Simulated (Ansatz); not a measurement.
## Deforming SbAs

```
Sb As
1.0
     2.01275    1.16206    3.61233
    -2.01275    1.16206    3.61233
     0.00000   -2.32412    3.61233
Sb As
1 1
Direct
  0.50000 0.50000 0.50000
  0.00000 0.00000 0.00000
```

Atoms are numbered in the order listed.

The cell comes from COD entry 9001315, which wasn't checked; take it as a given geometry.

Spin–orbit coupling is left out, though it moves levels of the heavy atoms by tenths of an eV or more.

Level of theory: Ansatz 0.2.0, DFT, PBEsol, all-electron LAPW, scalar-relativistic.

Numerical set-up: a Γ-centred 11×11×11 k mesh, Fermi–Dirac smearing of 0.05 eV, basis error target 1 meV/atom, no spin polarisation.

The unchanged cell is at -4.04 GPa.

In a metal, stresses and small energies carry noise from the k mesh.

x, y and z are the Cartesian axes of the cell as listed; fractional coordinates follow a strain, and an engineering shear is twice the off-diagonal strain component.

Task: One change gave: energy change +2 meV/atom; stress change (xx, yy, zz, yz, xz, xy) 0.34, -0.35, 0.10, -0.91, -0.55, -0.23 GPa, compression positive. Which change was it?
A. equal xy, yz and zx engineering shear strains of +2 %
B. equal xy, yz and zx engineering shear strains of -1 %
C. equal xy, yz and zx engineering shear strains of -2 %
D. equal xy, yz and zx engineering shear strains of +1 %

Result: A. For equal xy, yz and zx engineering shear strains of -2 %: energy change +3 meV/atom; stress change (xx, yy, zz, yz, xz, xy) -0.35, 0.38, 0.05, 0.93, 0.58, 0.23 GPa, compression positive. For equal xy, yz and zx engineering shear strains of -1 %: energy change under 1 meV/atom; stress change (xx, yy, zz, yz, xz, xy) -0.16, 0.17, 0.01, 0.45, 0.29, 0.10 GPa, compression positive. For equal xy, yz and zx engineering shear strains of +1 %: energy change under 1 meV/atom; stress change (xx, yy, zz, yz, xz, xy) 0.17, -0.17, 0.02, -0.44, -0.27, -0.10 GPa, compression positive.
